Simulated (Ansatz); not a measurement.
The relaxed structure here is a generated cell of Fe: the first start was made by placing the elements on the sites of a structure type, and the end was not matched to a known phase here, so it may be hypothetical. Known forms of Fe include space group No. 229.

One stationary structure of Fe. Space group Pm-3n (No. 223). Level of theory: PBE (plane waves to 420 eV, PAW, scalar-relativistic; Ansatz, a first-principles code).

```xyz
8
Lattice="4.5152 0.0000 0.0000 0.0000 4.5152 0.0000 0.0000 0.0000 4.5152" Properties=species:S:1:pos:R:3 pbc="T T T"
Fe     1.1288     0.0000     2.2576
Fe     3.3864     0.0000     2.2576
Fe     0.0000     2.2576     1.1288
Fe     0.0000     2.2576     3.3864
Fe     2.2576     1.1288     0.0000
Fe     2.2576     3.3864     0.0000
Fe     0.0000     0.0000     0.0000
Fe     2.2576     2.2576     2.2576
```

Problem. What magnetic moment does PBE give?

Solution. Net 2.16 μB/atom, ferromagnetic.

Spin state reached: ferromagnetic (net 2.16 μB/atom), from parallel starting moments; other spin orders were not run from this start.

The run could not lose the symmetry of its start, so the end can be a saddle point.

All atoms sit on sites fixed by symmetry, so only the cell could relax.
